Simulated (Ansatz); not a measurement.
## Hg$_{4}$Pt: do energies and stresses tell the same story?

Level of theory: DFT r2SCAN, scalar-relativistic, plane waves, PAW (Ansatz).

Settings: cutoff 500 eV, Γ-centred mesh 8×8×8 on the computed 5-atom cell, Gaussian smearing of 0.10 eV; no spin polarisation.

Relaxed cell: Im-3m, a = 6.285 Å, b = 6.285 Å, c = 6.285 Å, α = 90.00°, β = 90.00°, γ = 90.00°, 5 atoms in the primitive cell. Whether it is the stable form of this composition wasn't checked.

Energies at zero smearing and pressures from the stress tensor, at volumes with shape and atoms relaxed:
```
V (Å³/atom) E − E(first) (meV/atom) P (GPa)
     21.844                     0.00    14.08
     22.588                   -54.28     9.43
     23.333                   -88.97     5.63
     24.078                  -107.67     2.52
     24.823                  -113.28    -0.01
     25.567                  -108.28    -2.07
     26.312                   -94.66    -3.73
     27.305                   -66.08    -5.36
```

Q: Check P = −dE/dV between neighbouring volumes, and get the bulk modulus from the pressures alone.

A: With 1 eV/Å³ = 160.2 GPa:
```
middle V (Å³/atom)  −ΔE/ΔV (GPa) mean P (GPa)
            22.216        11.678        11.758
            22.961         7.464         7.531
            23.705         4.022         4.075
            24.450         1.207         1.254
            25.195        -1.075        -1.039
            25.940        -2.930        -2.896
            26.808        -4.611        -4.544
```

The two differ by 0.08 GPa at most. The mean of two end pressures misses the average over a step by about ΔV² P″/12, up to 0.08 GPa here; with that taken off 0.02 GPa remains. Around V = 24.823 Å³/atom, the two neighbours give B = −V ΔP/ΔV = 24.823 × 4.59 / 1.489 = 76.5 GPa, against B0 = 75.8 GPa from the Birch–Murnaghan fit of the energies.

Spin–orbit coupling is left out, which can shift energies with elements as heavy as these.